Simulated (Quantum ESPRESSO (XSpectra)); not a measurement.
Quantum ESPRESSO (XSpectra) run for X-ray absorption at the Se K edge of Cd(GaSe2)2 (I-4). Geometry: Materials Project entry mp-3772 (a computed structure). The cell is the entry's, not relaxed again. The ground-state test found a gap, so occupations are fixed and the excited electron is left out (charged cell on a uniform background); energies count from the highest occupied level. pw.x input:

```
&CONTROL
  calculation = 'scf'
  prefix = 'x'
  pseudo_dir = './pseudo'
  outdir = './out'
/
&SYSTEM
  ibrav = 0
  nat = 28
  ntyp = 4
  ecutwfc = 82
  input_dft = 'PZ'
  tot_charge = 1
  occupations = 'fixed'
/
&ELECTRONS
  conv_thr = 2.8e-07
  mixing_beta = 0.4
/
ATOMIC_SPECIES
Seh 78.971 Se.lda-tm-gipaw-star1s.UPF
Cd 112.414 Cd.upf
Ga 69.723 Ga.lda-tm-gipaw.UPF
Se 78.971 Se.lda-tm-gipaw.UPF
CELL_PARAMETERS angstrom
   5.802260000    5.802260000    0.000000000
  -5.802260000    5.802260000    0.000000000
   0.000000000    0.000000000   10.845740000
ATOMIC_POSITIONS crystal
Cd     0.000000000    0.000000000    0.000000000
Cd     0.000000000    0.500000000    0.500000000
Cd     0.500000000    0.500000000    0.000000000
Cd     0.500000000    0.000000000    0.500000000
Ga     0.250000000    0.750000000    0.250000000
Ga     0.250000000    0.250000000    0.750000000
Ga     0.750000000    0.250000000    0.250000000
Ga     0.750000000    0.750000000    0.750000000
Ga     0.000000000    0.000000000    0.500000000
Ga     0.000000000    0.500000000    1.000000000
Ga     0.500000000    0.500000000    0.500000000
Ga     0.500000000    0.000000000    1.000000000
Seh    0.494835000    0.232345000    0.137940000
Se     0.494835000    0.732345000    0.637940000
Se     0.994835000    0.732345000    0.137940000
Se     0.994835000    0.232345000    0.637940000
Se     0.232345000    0.005165000    0.362060000
Se     0.232345000    0.505165000    0.862060000
Se     0.732345000    0.505165000    0.362060000
Se     0.732345000    0.005165000    0.862060000
Se     0.005165000    0.767655000    0.637940000
Se     0.005165000    0.267655000    0.137940000
Se     0.505165000    0.267655000    0.637940000
Se     0.505165000    0.767655000    0.137940000
Se     0.267655000    0.994835000    0.862060000
Se     0.267655000    0.494835000    0.362060000
Se     0.767655000    0.494835000    0.862060000
Se     0.767655000    0.994835000    0.362060000
K_POINTS automatic
2 2 1 0 0 0
```

xspectra.x input:

```
&input_xspectra
  calculation = 'xanes_dipole'
  edge = 'K'
  prefix = 'x'
  outdir = './out'
  xonly_plot = .false.
  xiabs = 1
  xcoordcrys = .false.
  xepsilon(1) = 1.0
  xepsilon(2) = 0.0
  xepsilon(3) = 0.0
  xniter = 1500
  xcheck_conv = 50
  xerror = 0.002
  x_save_file = 'x0.sav'
/
&plot
  xnepoint = 451
  xemin = -5.0
  xemax = 40.0
  xgamma = 1.5
  terminator = .true.
  cut_occ_states = .true.
/
&pseudos
  filecore = 'core.wfc'
/
&cut_occ
  cut_desmooth = 0.1
  cut_stepl = 0.01
  cut_ierror = 1e-6
/
2 2 2 1 1 1
```

End of the pw.x output:

```

   -97.5606 -97.0883 -97.0739 -97.0020 -58.7536 -58.7034 -58.6807 -58.2565
   -58.2401 -58.2335 -58.2284 -58.2196 -58.2152 -58.1703 -58.1463 -58.1424
   -11.8713  -8.6436  -8.5485  -8.2700  -8.2279  -8.1682  -8.1194  -7.8518
    -7.8406  -7.8019  -7.7549  -7.7162  -7.6901  -7.6343  -7.6284  -7.5565
    -3.8876  -3.7655  -3.7383  -3.6923  -3.6589  -3.3582  -3.3302  -3.2998
    -3.2805  -3.2568  -3.2361  -3.2237  -3.2142  -3.1988  -3.1930  -3.1859
    -3.1807  -3.1543  -3.1436  -3.1034  -2.6147  -2.0902  -1.6435  -1.5337
    -1.1913  -1.1366  -1.0647  -0.8746  -0.4501   0.0207   0.2445   0.3132
     0.5833   0.7778   1.0622   1.1413   1.3493   1.4190   1.5662   1.6065
     1.6459   1.7153   1.7488   1.9176   1.9752   2.0242   2.1696   2.2189
     2.2541   2.3064   2.6030   2.6403   2.6875   2.7972   2.9651   3.1031
     3.1633   3.2019   3.2880   3.3888   3.4125   3.4651   3.5020   3.6222
     3.6375   3.6973   3.9346   4.0110

     highest occupied level (ev):     4.0952

!    total energy              =   -2276.38789711 Ry
     estimated scf accuracy    <       0.00000026 Ry

     The total energy is the sum of the following terms:
     one-electron contribution =   -1262.67631636 Ry
     hartree contribution      =     686.14749120 Ry
     xc contribution           =    -811.91749472 Ry
     ewald contribution        =    -887.94157724 Ry

     convergence has been achieved in  17 iterations

     XML data file, charge density, pseudopotentials, collected wavefunctions
```

xspectra.x output, shortened:

```
... Begin STEP 1 ...

        Radial transition matrix element(s) used in the calculation of the
        initial vector of the Lanczos basis (|tilde{phi}_abs> normalized)
        | For PAW proj. (l=1) #1: radial matrix element =   0.003687209
        | For PAW proj. (l=1) #2: radial matrix element =   0.004737717

NB: the     2 k-point are not all listed below because npool=  4
        |-------------------------------------------------------------
        ! k-point #     1:  ( 0.0000,  0.3536,  0.1891),  0.2500,   1
        |-------------------------------------------------------------
 okvan= F
        |   Norm of the initial Lanczos vector: 0.28556998E-02
        !   => CONVERGED at iter    500 with error=  0.00185548
        |-------------------------------------------------------------
        ! k-point #     2:  ( 0.0000,  0.3536,  0.5674),  0.2500,   1
        |-------------------------------------------------------------
 okvan= F
        |   Norm of the initial Lanczos vector: 0.28556998E-02
        !   => CONVERGED at iter    500 with error=  0.00155093

     Results of STEP 1 successfully written in x_save_file
     x_save_file name:
     ->  x0.sav
     x_save_file version:  2

     ... End STEP 1 ...

     ... Begin STEP 2 ...

     The spectrum is calculated using the following parameters:
        energy-zero of the spectrum [eV]:    4.0952
        the occupied states are elimintate from the spectrum

        ...
... Begin STEP 2 ...

     The spectrum is calculated using the following parameters:
        energy-zero of the spectrum [eV]:    4.0952
        the occupied states are elimintate from the spectrum
        xemin [eV]:  -5.00
        xemax [eV]:  40.00
        xnepoint:  451
        constant broadening parameter [eV]:    1.500
        Core level energy [eV]: -0.1266E+05
         (from electron binding energy of neutral atoms in X-ray data booklet)

     Cross-section successfully written in xanes.dat

     ... End STEP 2 ...

     xanes        :     43.84s CPU     44.61s WALL (       1 calls)

     -------------------------------------------------------------------------
                                END JOB XSpectra
     -------------------------------------------------------------------------
```

xanes.dat for the field along x, every fifth line (energy in eV, cross section):

```
   -5.000   5.0770e-05
   -4.500   5.5780e-05
   -4.000   6.1710e-05
   -3.500   6.8820e-05
   -3.000   7.7470e-05
   -2.500   8.8170e-05
   -2.000   1.0170e-04
   -1.500   1.1910e-04
   -1.000   1.4210e-04
   -0.500   1.7330e-04
    0.000   2.1670e-04
    0.500   2.7870e-04
    1.000   3.6630e-04
    1.500   4.8090e-04
    2.000   6.0000e-04
    2.500   6.7710e-04
    3.000   6.9530e-04
    3.500   6.7950e-04
    4.000   6.6000e-04
    4.500   6.5360e-04
    5.000   6.6130e-04
    5.500   6.7420e-04
    6.000   6.8890e-04
    6.500   6.9880e-04
    7.000   7.0040e-04
    7.500   7.0390e-04
    8.000   7.0800e-04
    8.500   7.0090e-04
    9.000   6.7820e-04
    9.500   6.4460e-04
   10.000   6.0880e-04
   10.500   5.7440e-04
   11.000   5.4710e-04
   11.500   5.3080e-04
   12.000   5.2500e-04
   12.500   5.3240e-04
   13.000   5.5160e-04
   13.500   5.7460e-04
   14.000   5.9680e-04
   14.500   6.1120e-04
   15.000   6.1180e-04
   15.500   6.0420e-04
   16.000   5.9170e-04
   16.500   5.7720e-04
   17.000   5.6430e-04
   17.500   5.4920e-04
   18.000   5.3460e-04
   18.500   5.2850e-04
   19.000   5.2820e-04
   19.500   5.3050e-04
   20.000   5.4250e-04
   20.500   5.6750e-04
   21.000   5.9940e-04
   21.500   6.3160e-04
   22.000   6.5590e-04
   22.500   6.6250e-04
   23.000   6.5280e-04
   23.500   6.3010e-04
   24.000   5.9540e-04
   24.500   5.5770e-04
   25.000   5.2700e-04
   25.500   5.0610e-04
   26.000   4.9780e-04
   26.500   5.0630e-04
   27.000   5.2540e-04
   27.500   5.3940e-04
   28.000   5.4280e-04
   28.500   5.4250e-04
   29.000   5.4140e-04
   29.500   5.4480e-04
   30.000   5.6160e-04
   30.500   5.8440e-04
   31.000   5.9520e-04
   31.500   5.9260e-04
   32.000   5.8360e-04
   32.500   5.6480e-04
   33.000   5.3870e-04
   33.500   5.1670e-04
   34.000   4.9990e-04
   34.500   4.8460e-04
   35.000   4.7420e-04
   35.500   4.7080e-04
   36.000   4.6710e-04
   36.500   4.5930e-04
   37.000   4.5230e-04
   37.500   4.4810e-04
   38.000   4.4450e-04
   38.500   4.4490e-04
   39.000   4.5520e-04
   39.500   4.7360e-04
   40.000   4.9180e-04
```
